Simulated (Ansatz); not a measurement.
# Molecular dynamics of WP₂

Method: PBEsol, scalar-relativistic; no spin polarisation; PAW, 420 eV, 3×5×2 k-mesh, Gaussian smearing of 0.05 eV; code Ansatz; PAW files: Ansatz's generated set soft_2.

The chain of runs began from a cell as deposited in COD, expanded in volume.

A 2×1×1 supercell of the relaxed crystal (12 atoms) starts from its ideal positions with Maxwell–Boltzmann velocities for 300 K; NVT with a Langevin thermostat, time step 3.0 fs.

```xyz
12
Lattice="8.458 -3.148 0.003 4.229 1.574 0.001 -3.641 0.000 6.500" Properties=species:S:1:pos:R:3 pbc="T T T"
P     1.082    0.000    0.161
P     3.735    0.000    6.341
P     3.631    0.000    2.599
P     1.186    0.000    3.904
W     6.055    0.000    1.911
W    -1.238    0.000    4.591
P     5.311   -1.574    0.163
P     7.964   -1.574    6.343
P     7.860   -1.574    2.601
P     5.415   -1.574    3.905
W    10.284   -1.574    1.913
W     2.991   -1.574    4.593
```

Task: How do temperature, potential energy and pressure develop over the first steps?

Result: Kinetic energy flows into the lattice: the temperature goes from 275 K to a minimum of 123 K at 39 fs and stands at 285 K after 90 fs, with the potential energy 30 meV/atom over the start. Starting from the bottom of their wells, the modes swing together and trade kinetic for potential energy, and the thermostat adds or takes energy besides: kinetic plus potential energy has changed by 31 meV/atom at the last step. On so few atoms its random kicks make the temperature jump from step to step. The run is far too short for thermal averages. The temperature counts 3N degrees of freedom, and the pressure holds the kinetic part.

```
t (fs)  T (K)  E_pot − E_pot(0) (meV/atom)  P (GPa)  rms shift (Å)
   0.0    275                          0.0     0.33          0.000
   9.0    242                          8.4     0.06          0.034
  18.0    207                         23.6     0.08          0.061
  27.0    136                         33.9     0.32          0.076
  36.0    148                         35.0     0.91          0.079
  45.0    165                         27.8     1.28          0.072
  54.0    285                         21.7     1.57          0.069
  63.0    216                         25.3     1.57          0.080
  72.0    156                         31.6     1.52          0.093
  81.0    275                         29.2     1.22          0.102
  90.0    285                         30.2     0.88          0.110
```

Positions (Å) and forces (eV/Å) at t = 63.0 fs:

```xyz
12
Lattice="8.458 -3.148 0.003 4.229 1.574 0.001 -3.641 0.000 6.500" Properties=species:S:1:pos:R:3:forces:R:3 pbc="T T T"
P     1.020   -0.030    0.227   -0.056    0.031   -1.257
P     3.798   -0.015    6.398   -0.550    0.199   -0.943
P     3.616    0.002    2.558    0.208    0.009    0.278
P     1.121    0.006    3.856   -0.051   -0.030    0.361
W     6.077    0.003    1.891   -0.690    0.068    0.484
W    -1.286   -0.057    4.603   -0.092    0.170   -0.221
P     5.357   -1.571    0.183   -0.042   -0.144   -0.452
P     7.904   -1.602    6.279   -0.077    0.260    0.400
P     7.778   -1.614    2.614    0.510    0.093   -0.076
P     5.414   -1.561    3.880   -0.194   -0.003    0.292
W    10.225   -1.637    1.915    0.273    0.592    0.086
W     2.947   -1.469    4.533    0.762   -1.246    1.049
```

No spin–orbit coupling, a notable omission for heavy elements. The k-mesh is coarse, so small energy differences aren't converged.
